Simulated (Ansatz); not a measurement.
SiRh in space group P6/mmm (No. 191; Rh on 3f, Si on 1a, Si on 2d) under volume change, PBE in the plane-wave PAW code Ansatz, shape and atoms relaxed at each volume.

```tsv
V (Å³/atom)	E − E(relaxed) (meV/atom)	P (GPa)
14.223	___	___
14.692	35.7	12.95
15.161	___	___
15.630	0.0	0.00
16.099	7.5	-4.96
16.568	28.3	-9.12
17.037	60.2	-12.60
```

Q: What belongs in the gaps?

A: 
- 14.223, E − E(relaxed) (meV/atom): 85.5
- 14.223, P (GPa): 21.31
- 15.161, E − E(relaxed) (meV/atom): 8.4
- 15.161, P (GPa): 5.91

Q: What does a third-order Birch–Murnaghan fit give for V₀, B₀ and B′?

A: V₀ = 15.63 Å³/atom, B₀ = 180 GPa, B′ = 4.8.

The cell is a constructed one: a structure type filled with these elements; neither database checked (COD, Materials Project) lists it. COD files the formula under space group No. 14, so this cell is another polymorph or a model. Whether it is the stable phase at ambient conditions was not checked. Symmetry was held in the PBE relaxation. At this level the phase is dynamically unstable (imaginary phonons). No spin polarisation was allowed. Scalar-relativistic: spin–orbit coupling is off unless named, which matters more the heavier the elements.

Potentials: the later of the program's two PAW sets.
